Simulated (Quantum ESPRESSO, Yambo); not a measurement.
BaTiO₃ (cubic perovskite, space group Pm-3m, No. 221). The geometry is that of Materials Project entry mp-2998, symmetrised and not relaxed again. Chain: PBEsol (pw.x of Quantum ESPRESSO, ONCV potentials, with spin-orbit coupling); G0W0 in Yambo (4×4×4 Γ-centred k mesh, bands 3 to 200 and a 7 Ry block in the screening, 200 bands in G with the Bruneval-Gonze terminator, plasmon pole fitted at 27.2 eV); BSE (6×6×6 mesh, 8 valence and 6 conduction bands, static screening with 84 bands and a 3 Ry block, scissor 1.45 eV, Tamm-Dancoff).

```
Item                                                                          Result
-----------------------------------------------  -----------------------------------
PBEsol gap (dense path)                                                      1.76 eV
PBEsol gap R → Γ on the GW mesh                                              1.76 eV
PBEsol smallest direct gap on the GW mesh, at Γ                              1.83 eV
G0W0 direct gap at that point                                                3.29 eV
G0W0 correction to the gap R → Γ                                             1.42 eV
lowest exciton                                   no binding energy given (see below)
```

Rough cost of the Yambo steps against G0W0 for 11 states: BSE within a factor of two.

Nearest settings tried, and what they do to the gap: 3 Ry block (57 vectors against 171): +207 meV. Not varied: bands in G, bands in W, mesh. So the settings aren't converged at that level. The BSE states are vertical excitations (zero momentum); the indirect quasiparticle gap, about 3.18 eV, is smaller than the direct one (3.29 eV on the GW mesh). The lowest state covers only about 1 of the 216 k points, so the mesh doesn't resolve it: its energy and its distance from the direct gap are mesh artefacts. An extended exciton needs a far denser mesh.

The cell is held in this high symmetry; tilts and polar distortions were not searched.

This is not the ordinary phase of the substance.
